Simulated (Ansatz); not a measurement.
La$_{2}$GeI$_{2}$:
```cif
data_GeI2La2
_chemical_formula_sum 'La2 Ge1 I2'
_space_group_name_H-M_alt 'P-3m1'
_space_group_IT_number 164
_space_group_name_Hall '-P 3 2"'
_cell_length_a 4.38529
_cell_length_b 4.38529
_cell_length_c 10.57789
_cell_angle_alpha 90.000
_cell_angle_beta 90.000
_cell_angle_gamma 120.000
loop_
_atom_site_label
_atom_site_type_symbol
_atom_site_symmetry_multiplicity
_atom_site_Wyckoff_symbol
_atom_site_fract_x
_atom_site_fract_y
_atom_site_fract_z
_atom_site_occupancy
La1 La 2 d 0.33333 0.66667 0.34288 1
Ge1 Ge 1 b 0.00000 0.00000 0.50000 1
I1 I 2 d 0.66667 0.33333 0.15333 1
```

Relaxed with LDA.

Problem. Tabulate the valence density and the electron localisation function along the shortest La–I contact (3.23 Å), LDA in the plane-wave PAW code Ansatz.

Solution. 

| distance from La (Å) | density (e/Å³) | ELF |
|---|---|---|
| 0.32 | 1.49 | 0.16 |
| 0.48 | 1.66 | 0.57 |
| 0.65 | 1.66 | 0.80 |
| 0.81 | 1.36 | 0.86 |
| 0.97 | 0.90 | 0.83 |
| 1.13 | 0.52 | 0.65 |
| 1.29 | 0.30 | 0.33 |
| 1.45 | 0.22 | 0.19 |
| 1.61 | 0.21 | 0.27 |
| 1.78 | 0.26 | 0.53 |
| 1.94 | 0.36 | 0.71 |
| 2.10 | 0.52 | 0.70 |
| 2.26 | 0.79 | 0.65 |
| 2.42 | 1.15 | 0.60 |
| 2.58 | 2.83 | 0.49 |
| 2.75 | 7.57 | 0.30 |
| 2.91 | 13.46 | 0.17 |

The density is the valence pseudo-density with augmentation charge, so density and ELF within about 1 Å of a nucleus are not all-electron values.

The first step of the workflow began from a Materials Project structure, measured or hypothetical; the Crystallography Open Database files this formula in space group No. 164, but the cells were not matched. Whether it is the stable phase at ambient conditions was not checked. Symmetry was held in the LDA relaxation; its stability against distortions is not shown here. A crystal of weakly bound layers computed without a dispersion correction: the cell and the soft elastic constants depend strongly on that. Scalar-relativistic: spin–orbit coupling is off unless named, which matters more the heavier the elements.

Potentials: the later of the program's two PAW sets.
